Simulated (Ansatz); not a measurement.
Relaxed sheet of SnO:

```xyz
4
Lattice="3.8206 0.0000 0.0000 0.0000 3.8206 0.0000 0.0000 0.0000 30.6334" Properties=species:S:1:pos:R:3 pbc="T T F"
Sn    1.9103    0.0000   14.1347
O     0.0000    0.0000   15.3167
O     1.9103    1.9103   15.3167
Sn    0.0000    1.9103   16.4987
```

The calculation used DFT PBE+D3(BJ), scalar-relativistic, plane waves, PAW (Ansatz 0.2.0). Cutoff 420 eV; k points 6×6×1 on the computed 4-atom cell (Γ-centred); Gaussian smearing, width 0.02 eV; no spin polarisation. The sheet is isolated along c (Coulomb cut-off).

Atoms relax at each strain; stress is positive in compression. Unstrained: gap 3.11 eV, thickness 2.364 Å.

Problem. Which strain in the plane gives ΔE (meV/cell) = 122.3, σxx (N/m) = 3.69, σyy (N/m) = 3.69?

Solution. Biaxial strain of -4 %. Stress that grows in proportion gives ΔE = ½σεA, with A = 14.60 Å² unstrained and both stresses added, so ε is about -3.6 %; positive stress means squeezing. The gap is then 3.08 eV.